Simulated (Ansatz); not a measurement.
Relaxed-ion elastic tensor of LiBr (rock salt, space group No. 225) in GPa (Voigt order), the program Ansatz at the PBE level (PAW); density 3.45 g/cm³, 20.92 Å³ per atom.

```csv
,1,2,3,4,5,6
1,42.1,17.6,17.6,0.0,0.0,0.0
2,17.6,42.1,17.6,0.0,0.0,0.0
3,17.6,17.6,42.1,0.0,0.0,0.0
4,0.0,0.0,0.0,19.2,0.0,0.0
5,0.0,0.0,0.0,0.0,19.2,0.0
6,0.0,0.0,0.0,0.0,0.0,19.2
```

Is the crystal mechanically stable?

Yes: the smallest eigenvalue of C is 19.2 GPa.

Work out the Voigt, Reuss and Hill averages.

K_V = 25.8, K_R = 25.8, K_H = 25.8; G_V = 16.4, G_R = 15.7, G_H = 16.0 GPa.

Give Young's modulus, Poisson's ratio, Pugh's ratio and the universal anisotropy index.

E = 9KG/(3K + G) = 39.9 GPa; ν = 0.24; K/G = 1.61 (brittle by the Pugh limit of 1.75); A_U = 5G_V/G_R + K_V/K_R − 6 = 0.25.

Estimate the sound speeds and the Debye temperature.

v_l = √((K + 4G/3)/ρ) = 3700 m/s, v_t = √(G/ρ) = 2160 m/s, mean 2390 m/s; Θ = (h/k)(3n/4πV)^(1/3) v_m = 259 K.

Give the Zener ratio and Young's modulus along [100], [110] and [111].

A = 2C44/(C11 − C12) = 1.57; 1/E = S11 − 2(S11 − S12 − S44/2)Γ with Γ = 0, 1/4, 1/3 gives 31.7, 41.4, 46.2 GPa.

Solve the Christoffel equation for the three sound speeds along [100], [110], [111].

Eigenvalues of C_ijkl n_j n_l equal ρv². In km/s, slowest first: [100] 2.36, 2.36, 3.49; [110] 1.89, 2.36, 3.77; [111] 2.06, 2.06, 3.86.

Space group Fm-3m (rock salt). Symmetry was held in the PBE relaxation; phonons on a q-mesh show no instability.

Potentials: the later of the program's two PAW sets.
